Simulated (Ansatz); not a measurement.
# ZrSi$_{3}$ (Fm-3m)

Level of theory: DFT PBE, scalar-relativistic, plane waves, PAW in Ansatz.

Cutoff 420 eV; k points 12×12×12 on the computed 4-atom cell (Γ-centred); Gaussian smearing, width 0.10 eV; no spin polarisation.

The structure is relaxed at this level of theory with its symmetry kept, and needn't be the ground state of this composition.

Space group Fm-3m (No. 225), cubic, a = 6.485 Å. Around Zr lie 8 Si at 2.81 Å and 6 Si at 3.24 Å; around Si on a site of symmetry -43m lie 4 Si at 2.81 Å, 4 Zr at 2.81 Å and 6 Si at 3.24 Å; Si on a site of symmetry m-3m is surrounded by 8 Si at 2.81 Å and 6 Zr at 3.24 Å.

| Item | Value |
| --- | --- |
| Volume per atom | 17.05 Å³ |
| Formation energy from the elements' standard states (uncorrected) | +0.270 eV/atom |
| Kohn–Sham band gap | none (metal) |
| Density of states at the Fermi level | 3.1 states/eV per cell |
| Orbital (Löwdin) character within 0.5 eV of the Fermi level | Zr 4d 48 %, Si 3p 37 %, Si 3s 8 %, unprojected 5 % |
| Bader charge by site (e) | Zr (1 in the cell) 1.21, Si (2 in the cell) -0.55, Si (1 in the cell) -0.10 |

The cell was found from a structure generator's guess, not taken from experiment. Löwdin shares on free-atom orbitals overweight diffuse shells.
